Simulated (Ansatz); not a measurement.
Given:

TiAl:
```
TiAl
1.0
    2.81005     0.00000     0.00000
    0.00000     2.81005     0.00000
    0.00000     0.00000     4.06651
Ti Al
1 1
Direct
  0.50000   0.50000   0.50000
  0.00000   0.00000   0.00000
```

This is the r²SCAN-relaxed structure.

All from r²SCAN in the plane-wave PAW code Ansatz, unless another level is named. Give the highest zone-centre frequency.

314 cm^-1.

And the Poisson's ratio?

0.24.

Space group P4/mmm (L1₀ or tetragonal B2). Symmetry was held in the r²SCAN relaxation; of distortions, only those at the zone centre were tested. The run is not spin-polarised. As this level gives no gap, phonon frequencies hold no LO–TO term and depend on the k-mesh and smearing (Fermi–Dirac, 0.1 eV here).

Potentials: the earlier of the program's two PAW sets.
